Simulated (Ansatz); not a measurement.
TaN$_{3}$:
```cif
data_N3Ta
_chemical_formula_sum 'Ta1 N3'
_space_group_name_H-M_alt 'Pm-3m'
_space_group_IT_number 221
_space_group_name_Hall '-P 4 2 3'
_cell_length_a 4.05080
_cell_length_b 4.05080
_cell_length_c 4.05080
_cell_angle_alpha 90.000
_cell_angle_beta 90.000
_cell_angle_gamma 90.000
loop_
_atom_site_label
_atom_site_type_symbol
_atom_site_symmetry_multiplicity
_atom_site_Wyckoff_symbol
_atom_site_fract_x
_atom_site_fract_y
_atom_site_fract_z
_atom_site_occupancy
Ta1 Ta 1 a 0.00000 0.00000 0.00000 1
N1 N 3 d 0.00000 0.00000 0.50000 1
```

Relaxed with r²SCAN.

**Question.** Tabulate the valence density and the electron localisation function along the shortest Ta–N contact (2.03 Å), r²SCAN in the plane-wave PAW code Ansatz.

**Answer.** 

| distance from Ta (Å) | density (e/Å³) | ELF |
|---|---|---|
| 0.20 | 4.04 | 0.17 |
| 0.30 | 4.69 | 0.41 |
| 0.41 | 4.86 | 0.65 |
| 0.51 | 4.39 | 0.76 |
| 0.61 | 3.48 | 0.77 |
| 0.71 | 2.44 | 0.69 |
| 0.81 | 1.58 | 0.50 |
| 0.91 | 1.06 | 0.31 |
| 1.01 | 0.86 | 0.26 |
| 1.11 | 0.89 | 0.41 |
| 1.22 | 1.07 | 0.69 |
| 1.32 | 1.40 | 0.85 |
| 1.42 | 1.93 | 0.89 |
| 1.52 | 2.68 | 0.88 |
| 1.62 | 3.49 | 0.81 |
| 1.72 | 4.01 | 0.61 |
| 1.82 | 3.96 | 0.32 |

The density is the valence pseudo-density with augmentation charge, so density and ELF within about 1 Å of a nucleus are not all-electron values.

The start of the workflow was typed in or built on a structure type; neither database checked (COD, Materials Project) lists it. Its standing as an ambient phase is unchecked. Symmetry was held in the r²SCAN relaxation. At this level the phase is mechanically unstable. The run is not spin-polarised. Its formation energy is positive at this level, so the cell may be metastable or incomplete. Spin–orbit coupling is left out wherever it is not named.

Potentials: the earlier of the program's two PAW sets. The files were generated under PBE; for other functionals the program regenerates the frozen cores, and for LDA and PBEsol the local potential too.
